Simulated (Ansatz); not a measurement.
Two states of Gd$_{2}$Mo$_{2}$C$_{3}$

```
Gd Mo C
1.0
    -0.07258    3.40428   -0.03137
     5.85829   -1.83044    0.28035
     1.97998    0.00062   -5.36109
Gd Mo C
2 2 3
Direct
  0.35416 0.75760 0.80241
  0.56637 0.20019 0.17418
  0.18037 0.34363 0.66473
  0.84330 0.68368 0.33189
  0.19993 0.48973 0.22945
  0.79546 0.51418 0.72654
  0.99557 0.96635 0.00059
```

The numbers come from plane-wave PAW DFT (Ansatz): r2SCAN, 500 eV, 6×3×4 (shifted by 0, 0.5, 0 steps) k points, fermi-dirac occupations (width 0.1 eV). Nothing was relaxed.

State A: Gd1 up, Gd2 up (collinear spin). State B: Gd1 up, Gd2 down (collinear spin).

Which state is lower, and how do they differ?

State A is lower by 4.7 meV an atom at zero smearing. So small a gap isn't resolved on this mesh where a state is a metal.

```
state  free energy (meV/atom)  largest moment in a small sphere (μB)  net moment (μB/cell)  gap on mesh (eV)  pressure (GPa)  largest force (eV/Å)
    A                     0.0                                   6.92                 14.02             metal            -0.5                  5.20
    B                     4.5                                   6.91                  0.06             metal            -0.5                  5.22
```

Origin: a strained cell with displaced atoms, so it need not be a known compound. Caveats: the k mesh is coarse if the cell is a metal; atoms or cell far from equilibrium; f shells without a U or exact exchange are poorly placed.
